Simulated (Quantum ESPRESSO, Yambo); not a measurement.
Rb₂NaYF₆ (space group Fm-3m, No. 225). The geometry is that of Materials Project entry mp-13926, symmetrised and not relaxed again. Chain: PBEsol (Quantum ESPRESSO, PseudoDojo norm-conserving, 88 Ry, without SOC); G0W0 in Yambo (2×2×2 Γ-centred k mesh, bands 2 to 272 and a 7 Ry block in the screening, 272 bands in G with the Bruneval-Gonze terminator, plasmon pole fitted at 27.2 eV); BSE (4×4×4 mesh, 18 valence and 12 conduction bands, static screening with 107 bands and a 3 Ry block, scissor 3.62 eV, Tamm-Dancoff).

```
Item                                                                      Result
-----------------------------------------------  -------------------------------
PBEsol gap (dense path)                                                  6.32 eV
PBEsol gap Γ → Γ on the GW mesh                                          6.32 eV
PBEsol smallest direct gap on the GW mesh, at Γ                          6.32 eV
G0W0 direct gap at that point                                            9.94 eV
G0W0 correction to the gap Γ → Γ                                         3.62 eV
direct gap on the BSE mesh, with the scissor                             9.94 eV
first BSE state allowed for light along x                                8.47 eV
lowest BSE state                                                         8.47 eV
binding of the lowest exciton                                            1.47 eV
RPA electronic dielectric constant along x       2.01 (4×4×4 mesh, PBEsol bands)
```

Rough cost of the Yambo steps against G0W0 for 6 states: BSE about 4×, one RPA spectrum about 1/7.

Nearest settings tried, and what they do to the gap: 132 bands in W: +132 meV. Not varied: bands in G, block, mesh. So the settings aren't converged at that level. The k mesh is coarse. The BSE states are vertical excitations (zero momentum). Convergence of the RPA response with its 4×4×4 mesh was not tested. Convergence of the binding with the mesh was not shown.
